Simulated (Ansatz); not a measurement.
Ansatz input

```yaml
crystal:
  lattice:
    - [-1.7090639188, 1.7090639188, 1.7090639188]
    - [1.7090639188, -1.7090639188, 1.7090639188]
    - [1.7090639188, 1.7090639188, -1.7090639188]
  atoms:
    - { symbol: Se, position: [0.0, 0.0, 0.0] }
hamiltonian:
  xc: blyp
  pseudopotentials:
    kind: paw
    azcp:
      Se: "pseudopotentials/Se.paw.azcp"
basis:
  ecutwfc: 420
  fft_grid_basis: typed
kpoints:
  mp_grid: { grid: [14, 14, 14], shift: [0, 0, 0] }
magnetization:
  spin_polarized: false
scf:
  occupations: { method: fermi_dirac, width: 0.1 }
  lower_state_search: "off"
output:
  stress: true
  write_density: true
  write_potential: true
  elf: true
  volumetric_format: npy
```

Terminal output

```
Engine: ansatz 0.2.0, aarch64-unknown-linux-gnu
Pseudopotentials: kind: paw
Pseudopotential: Se, paw, valence charge 16, recommended cutoff 420 eV (normal) 
Functional definition: BLYP
  parameter beta = 0.0042
  parameter a = 0.04918
  parameter b = 0.132
  parameter c = 0.2533
  parameter d = 0.349
  exchange = b88_x(beta = beta)
  correlation = lyp_c(a = a, b = b, c = c, d = d)
Crystal: 1 atoms, lattice volume = 19.968 Å³
Basis set: ecut = 420 eV, 381 PW (Γ), exchange–correlation on 40×40×40 points (8 copies of the dense FFT grid, shifted against one another)
Bands: 12, of which v1, the nominal top of the filled ones, is band 8 counted from 1 (7 counted from 0)
Symmetry: 48 space group operations
Space group: Im-3m (ITA 229), of the structure as read, at distance tolerance 2.7e-5 Å
k-points: 104 of 2744
Non-local potential: Se, projectors of the file, l = 0: 2, l = 1: 2, l = 2: 3, l = 3: 1
PAW form: soft (Blöchl's): semilocal exchange-correlation on the pseudo side does not see the compensation charge
PAW frozen core: Se, regenerated for the run's functional, and the local potential with it (the file was generated under x = pbe(κ = 0.804, μ = 0.2195149727645171), c = pbe(β = 0.06672455060314922))
PAW one-centre angular grid: Se, 590 points (default); XC on 64 Gauss nodes
Initial density: superposition of atomic densities (neutral atoms: chi_scale 0, normalization atom), corrected by the library's trained network
Initial wavefunctions: pseudopotential atomic-orbital guess
Functional: x = b88, c = lyp
SCF iter   1: F=—  HF=-5479.355519 eV  |F-HF|=—  |Δ(HF+E_count)|=         —  Δρ=9.95e-3  dr2=1.87e-2  ethr=1.77e-3  ⟨swp⟩=5.2  Hψ=7401  notcnv=0
SCF iter   2: F=—  HF=-5479.350987 eV  |F-HF|=—  |Δ(HF+E_count)|=   4.53e-3  Δρ=5.78e-3  dr2=7.08e-3  ethr=1.17e-4  ⟨swp⟩=1.0  Hψ=2080  notcnv=0
SCF iter   3: F=—  HF=-5479.348430 eV  |F-HF|=—  |Δ(HF+E_count)|=   2.56e-3  Δρ=1.36e-3  dr2=4.47e-4  ethr=4.42e-5  ⟨swp⟩=2.9  Hψ=2302  notcnv=0
SCF iter   4: F=—  HF=-5479.348131 eV  |F-HF|=—  |Δ(HF+E_count)|=   2.99e-4  Δρ=7.26e-4  dr2=6.37e-5  ethr=2.80e-6  ⟨swp⟩=2.0  Hψ=2082  notcnv=0
SCF iter   5: F=—  HF=-5479.348127 eV  |F-HF|=—  |Δ(HF+E_count)|=   3.59e-6  Δρ=1.29e-4  dr2=2.94e-6  ethr=3.98e-7  ⟨swp⟩=2.2  Hψ=1956  notcnv=0
SCF iter   6: F=-5479.348125 eV  HF=-5479.348125 eV  |F-HF|=7.07e-8  |Δ(HF+E_count)|=   2.46e-6  Δρ=2.65e-5  dr2=9.03e-8  ethr=6.25e-10  ⟨swp⟩=5.9  Hψ=8036  notcnv=0
SCF 1 converged in 6 iterations: F = -5479.348125 eV  dr2 = 9.03e-8
SCF converged after 6 iterations
Free energy (F): -5479.348125 eV
Harris-Foulkes:  -5479.348125 eV  (|F-HF|=7.07e-8)
Internal energy: -5479.325346 eV  (E = F + TS)
E sigma→0 (E₀):  -5479.336735 eV
Entropy (-TS):   -0.022779 eV (-22.779 meV/atom)
Fermi energy:    11.818319 eV
--- Per-component energies (eV) ---
  E_band       = -332.319005
  E_kinetic    = 118.580205
  E_local      = -2046.431600  (includes V_loc(G=0)·N_el)
  E_nonlocal   = -597.291405
  E_hartree    = 1035.384818
  E_xc         = -102.652133
  E_vxc        = -95.504893  (∫ρ·V_xc dr)
  E_paw        = -1924.794725  (= ΣΔE_a)
  E_vpaw       = 217.550631  (= ΣTr[D̂ρ^β])
  E_aug_tail   = -0.000618  (compensation charges beyond the density's cutoff)
  E_ewald      = -1962.381242
  E_core_change = 0.261355  (= ΣΔE_core)
  E_smearing   = -0.022779  (= −TS)
  E_closure    = -0.000000  (closes the sum)
  Σ components = -5479.348125   (vs F -5479.348125, Δ=0.00e0)
--- Stress (GPa, compression-positive) ---
        9.523502      -0.000000       0.000000
        0.000000       9.523502      -0.000000
        0.000000       0.000000       9.523502
  P = ⅓ Tr σ = 9.5235 GPa (95.235 kbar)
--- Band table (eV; the first three rows and the last of 104) ---
  k-point 0: bands = ["-36.5070", "-36.5070", "-36.5070", "-36.4977", "-36.4977", "-4.3863", "14.8146", "14.8146", "14.8146", "23.5765", "24.5314", "24.5314"]
  k-point 1: bands = ["-36.5071", "-36.5066", "-36.5061", "-36.4979", "-36.4978", "-4.2785", "14.1559", "14.5915", "14.7766", "23.7995", "24.0900", "24.5892"]
  k-point 2: bands = ["-36.5074", "-36.5057", "-36.5036", "-36.4983", "-36.4979", "-3.9593", "12.5924", "14.0399", "14.6686", "22.8401", "23.1891", "25.7258"]
  k-point 103: bands = ["-36.5070", "-36.5070", "-36.4906", "-36.4906", "-36.4906", "1.4049", "8.6146", "8.6146", "8.6146", "16.3047", "16.3047", "35.2087"]
```

Command:

```sh
ansatz run input.yaml --threads 2 --pin off --max-ram 5120MiB --backend cpu --events-out ev --progress --plain --runs-dir out
```

On 2 threads of Arm Neoverse V2 (shared host) this took about 1.1 s of wall time and 1.9 s of CPU time.
